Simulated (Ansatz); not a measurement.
Li:
```yaml
crystal:
  lattice:
    - [0.00000, 2.16091, 2.16091]
    - [2.16091, 0.00000, 2.16091]
    - [2.16091, 2.16091, 0.00000]
  atoms:
    - { symbol: Li, position: [0.00000, 0.00000, 0.00000] }
```

Relaxed with PBEsol. Special points in fractions of this cell's reciprocal vectors: Γ (0.000, 0.000, 0.000); X (0.500, 0.000, 0.500); U (0.625, 0.250, 0.625); K (0.375, 0.375, 0.750); L (0.500, 0.500, 0.500); W (0.500, 0.250, 0.750).

### Question
List the band energies nearest the Fermi level at these points for PBEsol (plane waves, PAW; program Ansatz).

### Answer
In eV from the Fermi level; about four levels below and three above (degenerate sets whole), none deeper than 8.9 eV; … stands for higher levels left out; points with the same levels are listed once.

```csv
k,below,above
Γ,-3.55,…
X,–,1.56 4.74 …
U,–,2.55 3.09 …
L,–,0.01 2.96 …
W,–,3.53 3.53 …
```

Space group Fm-3m (fcc (Cu type)). The workflow started from a Materials Project entry (that database holds measured and hypothetical structures alike); the Crystallography Open Database files this formula in space group No. 225, but the cells were not matched. It is not the phase usual at ambient conditions (space group No. 229). The PBEsol relaxation kept the symmetry of its start; whether a distortion lowers the energy is not shown.

Potentials: the earlier of the program's two PAW sets.
